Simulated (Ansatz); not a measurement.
BeS in space group P6_422 (No. 181; Be on 3c, S on 3d) under volume change, LDA (plane waves, PAW; program Ansatz), shape and atoms relaxed at each volume.

```json
[
 {"V (Å³/atom)": "11.642", "E − E(relaxed) (meV/atom)": "41.3", "P (GPa)": "12.41"},
 {"V (Å³/atom)": "12.025", "E − E(relaxed) (meV/atom)": "17.5", "P (GPa)": "7.66"},
 {"V (Å³/atom)": "12.409", "E − E(relaxed) (meV/atom)": "4.1", "P (GPa)": "3.55"},
 {"V (Å³/atom)": "12.793", "E − E(relaxed) (meV/atom)": "0.0", "P (GPa)": "0.00"},
 {"V (Å³/atom)": "13.177", "E − E(relaxed) (meV/atom)": "3.8", "P (GPa)": "-3.08"},
 {"V (Å³/atom)": "13.561", "E − E(relaxed) (meV/atom)": "14.4", "P (GPa)": "-5.74"},
 {"V (Å³/atom)": "13.944", "E − E(relaxed) (meV/atom)": "31.0", "P (GPa)": "-8.05"}
]
```

Q: What does a third-order Birch–Murnaghan fit give for V₀, B₀ and B′?

A: V₀ = 12.79 Å³/atom, B₀ = 110 GPa, B′ = 3.8.

The start of the workflow was typed in or built on a structure type; neither database checked (COD, Materials Project) lists it. COD files the formula under space group No. 216. Its standing as an ambient phase is unchecked. Symmetry was held in the LDA relaxation; its stability against distortions is not shown here.

Potentials: the earlier of the program's two PAW sets. The files were generated under PBE; for other functionals the program regenerates the frozen cores, and for LDA and PBEsol the local potential too.
